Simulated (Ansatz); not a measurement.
GaP in space group P4_2/mmc (No. 131; Ga on 2c, P on 2e), r²SCAN (plane waves, PAW; program Ansatz), all energies at zero smearing, with the estimated change up to a 700 eV cutoff added, with one set of potentials and settings (totals compare only within such a set). Cell of 4 atoms (2 Ga, 2 P): -9098.018 eV.

```
element            reference phase  E (eV/atom)
-------  -------------------------  -----------
Ga       Cmce, 4 atoms in the cell   -3790.2689
P        Cmce, 4 atoms in the cell    -759.1646
```

Formation energy per atom, worked out: (-9098.018 − 2×(-3790.2689) − 2×(-759.1646))/4 = 0.212 eV/atom (20 kJ per mol of atoms), at 0 K, without zero-point energy or fitted corrections.

A made-up cell: these elements were put on the sites of a structure type; neither database checked (COD, Materials Project) lists it. It is not the phase usual at ambient conditions (space group No. 216). Symmetry was held in the r²SCAN relaxation; whether a distortion lowers the energy is not shown. The references are the lowest solids computed at this level, not always the standard phases. Scalar-relativistic: spin–orbit coupling is off unless named, which matters more the heavier the elements.

Potentials: the later of the program's two PAW sets.
